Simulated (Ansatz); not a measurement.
A (001) slab of Al (P6_3/mmc (No. 194)), 8 planes, outer planes Al (top) and Al (bottom), with 8 atoms (Al8) in a surface cell of A = 6.898 Å², as cut from the bulk:

```yaml
crystal:
  lattice:
    - [2.82220, 0.00000, 0.00000]
    - [-1.41110, 2.44410, 0.00000]
    - [0.00000, 0.00000, 31.20860]
  atoms:
    - { symbol: Al, position: [0.33333, 0.66667, 0.24032] }
    - { symbol: Al, position: [0.00000, 0.00000, 0.31451] }
    - { symbol: Al, position: [0.66667, 0.33333, 0.38871] }
    - { symbol: Al, position: [0.00000, 0.00000, 0.46290] }
    - { symbol: Al, position: [0.33333, 0.66667, 0.53710] }
    - { symbol: Al, position: [0.00000, 0.00000, 0.61129] }
    - { symbol: Al, position: [0.66667, 0.33333, 0.68549] }
    - { symbol: Al, position: [0.00000, 0.00000, 0.75968] }
```

Method: DFT r2SCAN, scalar-relativistic, plane waves, PAW in Ansatz. Plane waves to 500 eV, a k mesh through Γ of 12×12×1 on the computed 8-atom cell and Gaussian smearing (0.10 eV); no spin polarisation. A dipole correction removes the field between periodic images along c.

Against the same 8 atoms in the bulk, the slab as cut lies 0.750 eV higher and the relaxed slab 0.744 eV higher.

**Question.** Work out the surface energy before and after relaxation.

**Answer.** The slab has two faces, so γ = (E_slab − N·E_bulk)/(2A), the mean of both. As cut: 0.750/(2 × 6.898) = 0.0544 eV/Å², and 1 eV/Å² = 16.02 J/m², so γ = 0.87 J/m². Relaxed: 0.744/(2 × 6.898) = 0.0539 eV/Å² = 0.86 J/m². Relaxation recovers 0.8 % of the cost of cutting.

**Question.** What is the ideal work of this cut, per area?

**Answer.** Griffith's ideal work is 2γ: 1.74 J/m² if the new faces stay rigid, 1.73 J/m² if they relax. One thickness was run, 8 planes, so γ can still shift with it.

The reference crystal is a form of Al, which isn't its usual structure.